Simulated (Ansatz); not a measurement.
**GaP with a Ga vacancy: do the settings matter for the field gradients?**

This input was run with Ansatz:

```yaml
crystal:
  lattice:
    - [0.0, 8.17575, 8.17575]
    - [8.17575, 0.0, 8.17575]
    - [8.17575, 8.17575, 0.0]
  atoms:
    - { symbol: Ga, position: [0.0, 0.0, 0.3333333333] }
    - { symbol: Ga, position: [0.0, 0.0, 0.6666666667] }
    - { symbol: Ga, position: [0.0, 0.3333333333, 0.0] }
    - { symbol: Ga, position: [0.0, 0.3333333333, 0.3333333333] }
    - { symbol: Ga, position: [0.0, 0.3333333333, 0.6666666667] }
    - { symbol: Ga, position: [0.0, 0.6666666667, 0.0] }
    - { symbol: Ga, position: [0.0, 0.6666666667, 0.3333333333] }
    - { symbol: Ga, position: [0.0, 0.6666666667, 0.6666666667] }
    - { symbol: Ga, position: [0.3333333333, 0.0, 0.0] }
    - { symbol: Ga, position: [0.3333333333, 0.0, 0.3333333333] }
    - { symbol: Ga, position: [0.3333333333, 0.0, 0.6666666667] }
    - { symbol: Ga, position: [0.3333333333, 0.3333333333, 0.0] }
    - { symbol: Ga, position: [0.3333333333, 0.3333333333, 0.3333333333] }
    - { symbol: Ga, position: [0.3333333333, 0.3333333333, 0.6666666667] }
    - { symbol: Ga, position: [0.3333333333, 0.6666666667, 0.0] }
    - { symbol: Ga, position: [0.3333333333, 0.6666666667, 0.3333333333] }
    - { symbol: Ga, position: [0.3333333333, 0.6666666667, 0.6666666667] }
    - { symbol: Ga, position: [0.6666666667, 0.0, 0.0] }
    - { symbol: Ga, position: [0.6666666667, 0.0, 0.3333333333] }
    - { symbol: Ga, position: [0.6666666667, 0.0, 0.6666666667] }
    - { symbol: Ga, position: [0.6666666667, 0.3333333333, 0.0] }
    - { symbol: Ga, position: [0.6666666667, 0.3333333333, 0.3333333333] }
    - { symbol: Ga, position: [0.6666666667, 0.3333333333, 0.6666666667] }
    - { symbol: Ga, position: [0.6666666667, 0.6666666667, 0.0] }
    - { symbol: Ga, position: [0.6666666667, 0.6666666667, 0.3333333333] }
    - { symbol: Ga, position: [0.6666666667, 0.6666666667, 0.6666666667] }
    - { symbol: P, position: [0.0833333333, 0.0833333333, 0.0833333333] }
    - { symbol: P, position: [0.0833333333, 0.0833333333, 0.4166666667] }
    - { symbol: P, position: [0.0833333333, 0.0833333333, 0.75] }
    - { symbol: P, position: [0.0833333333, 0.4166666667, 0.0833333333] }
    - { symbol: P, position: [0.0833333333, 0.4166666667, 0.4166666667] }
    - { symbol: P, position: [0.0833333333, 0.4166666667, 0.75] }
    - { symbol: P, position: [0.0833333333, 0.75, 0.0833333333] }
    - { symbol: P, position: [0.0833333333, 0.75, 0.4166666667] }
    - { symbol: P, position: [0.0833333333, 0.75, 0.75] }
    - { symbol: P, position: [0.4166666667, 0.0833333333, 0.0833333333] }
    - { symbol: P, position: [0.4166666667, 0.0833333333, 0.4166666667] }
    - { symbol: P, position: [0.4166666667, 0.0833333333, 0.75] }
    - { symbol: P, position: [0.4166666667, 0.4166666667, 0.0833333333] }
    - { symbol: P, position: [0.4166666667, 0.4166666667, 0.4166666667] }
    - { symbol: P, position: [0.4166666667, 0.4166666667, 0.75] }
    - { symbol: P, position: [0.4166666667, 0.75, 0.0833333333] }
    - { symbol: P, position: [0.4166666667, 0.75, 0.4166666667] }
    - { symbol: P, position: [0.4166666667, 0.75, 0.75] }
    - { symbol: P, position: [0.75, 0.0833333333, 0.0833333333] }
    - { symbol: P, position: [0.75, 0.0833333333, 0.4166666667] }
    - { symbol: P, position: [0.75, 0.0833333333, 0.75] }
    - { symbol: P, position: [0.75, 0.4166666667, 0.0833333333] }
    - { symbol: P, position: [0.75, 0.4166666667, 0.4166666667] }
    - { symbol: P, position: [0.75, 0.4166666667, 0.75] }
    - { symbol: P, position: [0.75, 0.75, 0.0833333333] }
    - { symbol: P, position: [0.75, 0.75, 0.4166666667] }
    - { symbol: P, position: [0.75, 0.75, 0.75] }
total_charge: -3
kpoints:
  mp_grid: { grid: [3, 3, 3] }
scf:
  occupations: { method: fermi_dirac, width: 0.3 }
hamiltonian:
  xc: pbe
  pseudopotentials: { kind: paw }
output:
  forces: true
  stress: true
  populations: true
  efg: { quadrupole_moments_barn: { Ga: 0.107 }, contact_densities: true }
```

```sh
ansatz run input.yaml --threads 4 --pin off --max-ram 8192MiB --backend cpu --events-out ev --progress --plain --runs-dir out
```

It converged. Of its output the block on the nuclei alone is shown, without the SCF iterations, energies, forces and stress (one atom of each set):

```
--- PAW observables at the nuclei: V_zz in 10²¹ V/m², potentials from the cell's mean, atoms counted from 1 ---
  atom   1  Ga V_zz =    -2.451612   η = 0.4860   by run symmetry: allowed   C_q = -6.3429 MHz
            electrostatic potential = -4130.091105 V   contact ρ = 187416.218329 e/Å³
  atom   4  Ga V_zz =    +0.600984   η = 0.0000   by run symmetry: allowed   C_q = +1.5549 MHz
            electrostatic potential = -4129.794713 V   contact ρ = 187416.068788 e/Å³
  atom   8  Ga V_zz =    +0.561361   η = 0.0000   by run symmetry: allowed   C_q = +1.4524 MHz
            electrostatic potential = -4129.809919 V   contact ρ = 187416.167443 e/Å³
  atom  14  Ga V_zz =    -0.327259   η = 0.8893   by run symmetry: allowed   C_q = -0.8467 MHz
            electrostatic potential = -4129.720963 V   contact ρ = 187416.212036 e/Å³
  atom  27  P  V_zz =    -5.523730   η = 0.0000   by run symmetry: allowed
            electrostatic potential = -1495.164307 V   contact ρ = 16022.547846 e/Å³
  atom  28  P  V_zz =    -1.236834   η = 0.5722   by run symmetry: allowed
            electrostatic potential = -1494.365583 V   contact ρ = 16019.776168 e/Å³
  atom  32  P  V_zz =    +0.728170   η = 0.2751   by run symmetry: allowed
            electrostatic potential = -1494.240542 V   contact ρ = 16019.513240 e/Å³
  atom  40  P  V_zz =    -0.067136   η = 0.0000   by run symmetry: allowed
            electrostatic potential = -1494.100588 V   contact ρ = 16019.535361 e/Å³
  atom  53  P  V_zz =    +0.000000   η = 0.0000   by run symmetry: forbidden
            electrostatic potential = -1494.110491 V   contact ρ = 16019.531576 e/Å³
```

Q: Can these gradients be trusted, and how do they compare with a run on standard settings?

A: Not as converged values. Against the standard input the change is `scf.occupations.width`: 0.01 → 0.3; `kpoints.mp_grid.grid`: [2, 2, 2] → [3, 3, 3]. A site carries the number of its first atom; V_zz in 10²¹ V/m².

```
site  atom  V_zz standard  η standard  V_zz here  η here
 Ga1     1          -3.25        0.57      -2.45    0.49
 Ga4     4           1.01        0.00       0.60    0.00
 Ga8     8           0.84        0.00       0.56    0.00
Ga14    14          -0.49        0.81      -0.33    0.89
 P27    27          -8.37        0.00      -5.52    0.00
 P28    28          -2.03        0.53      -1.24    0.57
 P32    32           1.07        0.38       0.73    0.28
 P40    40          -0.18        0.00     -0.067    0.00
```

The largest change of V_zz is on P27, from -8.37 to -5.52. In per cent, |V_zz| changes by -41 to -25 on Ga, -39 to -32 on P (all sites that start above 0.5). Sites without a gradient aren't listed. SCF iterations: 10 and 10. In the changed run the smearing of 0.30 eV is wide against a gap of 0.5 eV, so its values aren't converged ones.

On the reference run: The defect repeats with the cell of 53 atoms, so it feels its images: sites between two images don't show the values beside a lone defect, and zeros or small values of η there can come from the images' arrangement. A uniform background compensates the cell's charge. With a gap of 0.5 eV on this mesh, small gradients can still move by 0.1 × 10²¹ V/m² or more as the k-mesh gets denser. The neighbours have not yet relaxed around the defect (largest force 1.1 eV/Å), so a real crystal will differ.
